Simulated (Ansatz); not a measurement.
One stationary structure of GaSb. Space group P6₃mc (No. 186), AFLOW prototype AB_hP12_186_a2b_a2b (B6, as in SiC). These are r2SCAN (plane waves to 500 eV, PAW, scalar-relativistic; Ansatz, an electronic-structure program) values and carry that method's errors.

Space group P6₃mc (No. 186); a = 4.331 Å, b = 4.331 Å, c = 21.291 Å, α = 90.00°, β = 90.00°, γ = 120.00°

```
atom  site  symmetry       x       y       z
----  ----  --------  ------  ------  ------
Ga      2a       3m.  0.0000  0.0000  0.0000
Ga      2b       3m.  0.3333  0.6667  0.3327
Ga      2b       3m.  0.6667  0.3333  0.1665
Sb      2a       3m.  0.0000  0.0000  0.3745
Sb      2b       3m.  0.3333  0.6667  0.2081
Sb      2b       3m.  0.6667  0.3333  0.0419
```

Problem. What is the computed band gap (r2SCAN)?

Solution. 0.41 eV, direct at Γ (no spin-orbit coupling).

No spin polarisation in the result. Spin-orbit coupling is missing; with elements this heavy it can move band edges by tenths of an eV or more.

The run could not lose the symmetry of its start.

The first start was generated by placing the elements on the sites of a structure type. Materials Project lists a structure of GaSb in the same space group, P6₃mc (No. 186); the sites were not compared with it, nor with measured phases. Known forms of GaSb include space group No. 216.
